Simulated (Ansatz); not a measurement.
Relaxed-ion elastic tensor of HgTe (zinc blende, F-43m) in GPa (Voigt order), the program Ansatz at the PBE level (PAW); density 7.41 g/cm³, 36.77 Å³ per atom.

```
      1     2     3     4     5     6
-  ----  ----  ----  ----  ----  ----
1  44.1  29.2  29.2   0.0   0.0   0.0
2  29.2  44.1  29.2   0.0   0.0   0.0
3  29.2  29.2  44.1   0.0   0.0   0.0
4   0.0   0.0   0.0  19.2   0.0   0.0
5   0.0   0.0   0.0   0.0  19.2   0.0
6   0.0   0.0   0.0   0.0   0.0  19.2
```

Task: Is the crystal mechanically stable?

Result: Yes: the smallest eigenvalue of C is 14.8 GPa.

Task: Work out the Voigt, Reuss and Hill averages.

Result: K_V = 34.2, K_R = 34.2, K_H = 34.2; G_V = 14.5, G_R = 11.7, G_H = 13.1 GPa.

Task: Give Young's modulus, Poisson's ratio, Pugh's ratio and the universal anisotropy index.

Result: E = 9KG/(3K + G) = 34.9 GPa; ν = 0.33; K/G = 2.61 (ductile by the Pugh limit of 1.75); A_U = 5G_V/G_R + K_V/K_R − 6 = 1.17.

Task: Estimate the sound speeds and the Debye temperature.

Result: v_l = √((K + 4G/3)/ρ) = 2640 m/s, v_t = √(G/ρ) = 1330 m/s, mean 1490 m/s; Θ = (h/k)(3n/4πV)^(1/3) v_m = 134 K.

Task: Give the Zener ratio and Young's modulus along [100], [110] and [111].

Result: A = 2C44/(C11 − C12) = 2.59; 1/E = S11 − 2(S11 − S12 − S44/2)Γ with Γ = 0, 1/4, 1/3 gives 20.8, 36.4, 48.5 GPa.

Symmetry was held in the PBE relaxation; phonons on a q-mesh show no instability. As this level gives no gap, shear constants depend on the k-mesh and smearing (Fermi–Dirac, 0.1 eV here). Spin–orbit coupling is left out wherever it is not named.

Potentials: the later of the program's two PAW sets.
